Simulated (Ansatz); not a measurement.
Au:
```cif
data_Au2
_chemical_formula_sum 'Au2'
_space_group_name_H-M_alt 'P 1'
_space_group_IT_number 1
_cell_length_a 2.87546
_cell_length_b 2.87546
_cell_length_c 4.75717
_cell_angle_alpha 90.000
_cell_angle_beta 90.000
_cell_angle_gamma 120.000
loop_
_space_group_symop_operation_xyz
  'x, y, z'
loop_
_atom_site_label
_atom_site_type_symbol
_atom_site_fract_x
_atom_site_fract_y
_atom_site_fract_z
_atom_site_occupancy
Au1 Au 0.33333 0.66667 0.75000 1
Au2 Au 0.66667 0.33333 0.25000 1
```

This is the PBEsol-relaxed structure.

All from the program Ansatz at the PBEsol level (PAW), unless another level is named. Predict the density of states at the Fermi level.

0.30 states/eV per atom (mean over ±0.08 eV).

Predict the gap with spin–orbit coupling.

none (metallic).

Space group P6_3/mmc (hcp (Mg type)). The workflow started from an entry of the Crystallography Open Database (COD), which files this formula under 2 space groups. It is not the phase usual at ambient conditions (space group No. 225). The PBEsol relaxation kept the symmetry of its start; of distortions, only those at the zone centre were tested. Scalar-relativistic: spin–orbit coupling is off unless named, which matters more the heavier the elements.

Potentials: the earlier of the program's two PAW sets.
